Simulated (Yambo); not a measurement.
Yambo input for NaCl (rock salt, space group Fm-3m, No. 225) under isotropic strain of -0.7 % on all lattice vectors (a = 3.935 Å, b = 3.935 Å, c = 3.935 Å, α = 60.00°, β = 60.00°, γ = 60.00°), on PBEsol (Quantum ESPRESSO, PseudoDojo norm-conserving, 88 Ry, no spin-orbit coupling) wavefunctions on a 16×16×16 mesh:

```
optics
chi
dipoles
kernel
FFTGvecs= 40 Ry
Chimod= "HARTREE"
NGsBlkXd= 4 Ry
% QpntsRXd
 1 | 1 |
%
% BndsRnXd
 2 | 32 |
%
GrFnTpXd= "R"
% EnRngeXd
 0.0 | 20.0 | eV
%
% DmRngeXd
 0.2 | 0.2 | eV
%
CGrdSpXd= 50
ETStpsXd= 161
% LongDrXd
 1.0 | 0.0 | 0.0 |
%
```

First lines of the file o-*.eps_q1_inv_rpa_dyson:

```
Absorption @ Q(1):   1.00000000     0.00000000     0.00000000    [q->0 direction]
#
# [ X ] Hartree size     :   59
# [GEN] GF Energies     : Perdew, Burke & Ernzerhof SOL(X)+Perdew, Burke & Ernzerhof SOL(C)
# [GEN] Green`s Function     : Retarded
#
# [GEN] Gauge     : Length
# [GEN] [r,Vnl] included     : yes
#
#    E[1] [eV]     Im(eps)     Re(eps)     Im(eps_o)     Re(eps_o)
#
     0.000000     0.32708E-11     2.408173     0.16659E-17     2.830266
     0.125000     0.773502E-3     2.408415     0.001047     2.830592
     0.250000     0.001549     2.409138     0.002096     2.831572
     0.375000     0.002330     2.410347     0.003151     2.833207
     0.500000     0.003117     2.412045     0.004216     2.835503
     0.625000     0.003914     2.414235     0.005292     2.838467
     0.750000     0.004722     2.416926     0.006383     2.842105
     0.875000     0.005545     2.420125     0.007493     2.846430
     1.000000     0.006385     2.423842     0.008625     2.851453
     1.125000     0.007245     2.428089     0.009783     2.857189
     1.250000     0.008128     2.432878     0.010970     2.863656
     1.375000     0.009038     2.438226     0.012191     2.870872
     1.500000     0.009979     2.444150     0.013450     2.878861
     1.625000     0.010953     2.450670     0.014753     2.887648
     1.750000     0.011966     2.457808     0.016105     2.897261
     1.875000     0.013024     2.465590     0.017513     2.907732
     2.000000     0.014130     2.474045     0.018981     2.919098
     2.125000     0.015291     2.483205     0.020520     2.931399
     2.250000     0.016516     2.493106     0.022136     2.944680
     2.375000     0.017810     2.503788     0.023840     2.958993
     2.500000     0.019185     2.515300     0.025642     2.974395
     2.625000     0.020649     2.527691     0.027556     2.990950
     2.750000     0.022217     2.541022     0.029596     3.008731
     2.875000     0.023903     2.555361     0.031780     3.027821
     3.000000     0.025724     2.570784     0.034127     3.048314
     3.125000     0.027701     2.587380     0.036663     3.070317
     3.250000     0.029861     2.605252     0.039417     3.093954
     3.375000     0.032234     2.624519     0.042425     3.119368
     3.500000     0.034862     2.645323     0.045733     3.146725
     3.625000     0.037795     2.667831     0.049397     3.176223
     3.750000     0.041098     2.692243     0.053492     3.208096
     3.875000     0.044861     2.718802     0.058113     3.242626
     4.000000     0.049201     2.747808     0.063392     3.280157
```
(The file goes on to the top of the energy range.) Convergence of the RPA response with its 16×16×16 mesh was not tested.

Geometry strained from the cell relaxed with PBEsol, atoms relaxed again.
